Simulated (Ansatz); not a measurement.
Starting cell, Hf (hcp, Mg type):

```
Hf
1.0
    6.39583     0.00000     0.00000
   -1.59896     2.76947     0.00000
    0.00000     0.00000     5.04735
Hf
4
Cartesian
  0.00000   1.84632   3.78551
  3.19791   1.84632   3.78551
  1.59896   0.92316   1.26184
  4.79687   0.92316   1.26184
```

The atoms are displaced by Q × the pattern below (from a DFPT mode at M = (0.5, 0.0, 0.0), largest move 1; Q in Å), at fixed cell. (q is in reciprocal vectors of the primitive cell; the cell shown is doubled to hold the pattern.)

```csv
atom,x,y,z
Hf1,-0.866,-0.500,0.000
Hf2,0.866,0.500,0.000
Hf3,-0.866,-0.500,0.000
Hf4,0.866,0.500,0.000
```

The numbers are results of r2SCAN (plane waves to 500 eV, PAW, scalar-relativistic; Ansatz, a quantum-chemistry and plane-wave program), not measurements. k mesh 17×17×9 (Γ-centred), Fermi-Dirac smearing 0.05 eV. E stands for the smeared free energy. With partly filled bands, energies and forces of such displacements shift with the k mesh and the smearing. Hf is run without spin polarisation. Hf was relaxed with its symmetry unable to fall. Spin-orbit coupling is left out, though Hf is heavy. ΔE is measured from the undisplaced structure.

Successive frames, forces in eV/Å:

```
frame        ΔE (eV/cell)               F on Hf1                 F on Hf2               F on Hf3                 F on Hf4
-----------  ------------  ---------------------  -----------------------  ---------------------  -----------------------
Q = 0.150 Å         0.537  (1.494, 0.863, 0.000)  (-1.507, -0.870, 0.000)  (1.507, 0.870, 0.000)  (-1.494, -0.863, 0.000)
Q = 0.120 Å         0.350  (1.201, 0.693, 0.000)  (-1.204, -0.695, 0.000)  (1.204, 0.695, 0.000)  (-1.201, -0.693, 0.000)
Q = 0.090 Å         0.202  (0.936, 0.540, 0.000)  (-0.925, -0.534, 0.000)  (0.925, 0.534, 0.000)  (-0.936, -0.540, 0.000)
Q = 0.060 Å         0.092  (0.659, 0.380, 0.000)  (-0.645, -0.373, 0.000)  (0.645, 0.373, 0.000)  (-0.659, -0.380, 0.000)
```

Question: What are the energy and the forces in the next frame, Q = 0.030 Å?

Answer: ΔE (eV/cell) = 0.023.

```
atom      Fx      Fy     Fz
----  ------  ------  -----
Hf1    0.339   0.196  0.000
Hf2   -0.334  -0.193  0.000
Hf3    0.334   0.193  0.000
Hf4   -0.339  -0.196  0.000
```

(For displaced atoms, the force is minus the slope of the energy, and its curvature is a force constant, which sets phonon frequencies.)
